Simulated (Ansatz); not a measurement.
Relaxed-ion elastic tensor of RbVF3 (cubic perovskite, space group No. 221) in GPa (Voigt order), the program Ansatz at the r²SCAN level (PAW); density 4.43 g/cm³, 14.50 Å³ per atom.

```tsv
	1	2	3	4	5	6
1	164	35.0	35.0	0.0	0.0	0.0
2	35.0	164	35.0	0.0	0.0	0.0
3	35.0	35.0	164	0.0	0.0	0.0
4	0.0	0.0	0.0	30.7	0.0	0.0
5	0.0	0.0	0.0	0.0	30.7	0.0
6	0.0	0.0	0.0	0.0	0.0	30.7
```

Question: Is the crystal mechanically stable?

Answer: Yes: the smallest eigenvalue of C is 30.7 GPa.

Question: Work out the Voigt, Reuss and Hill averages.

Answer: K_V = 77.9, K_R = 77.9, K_H = 77.9; G_V = 44.2, G_R = 38.8, G_H = 41.5 GPa.

Question: Give Young's modulus, Poisson's ratio, Pugh's ratio and the universal anisotropy index.

Answer: E = 9KG/(3K + G) = 106 GPa; ν = 0.27; K/G = 1.88 (ductile by the Pugh limit of 1.75); A_U = 5G_V/G_R + K_V/K_R − 6 = 0.69.

Question: Estimate the sound speeds and the Debye temperature.

Answer: v_l = √((K + 4G/3)/ρ) = 5490 m/s, v_t = √(G/ρ) = 3060 m/s, mean 3410 m/s; Θ = (h/k)(3n/4πV)^(1/3) v_m = 416 K.

Space group Pm-3m (cubic perovskite). The first step of the workflow began from a Materials Project structure, measured or hypothetical; the Crystallography Open Database files this formula in space group No. 221, but the cells were not matched. Whether it is the stable phase at ambient conditions was not checked. The r²SCAN relaxation kept the symmetry of its start, as lowered by the spin order; its stability against distortions is not shown here. Spin order of the final state: antiferromagnetic, chosen from 3 collinear starts compared on coarse meshes (ties went to the first, and starts can fall back to one state), not a proven ground state. Other orbital occupations within this spin state were not tried. No Hubbard U is applied.

Potentials: the later of the program's two PAW sets.
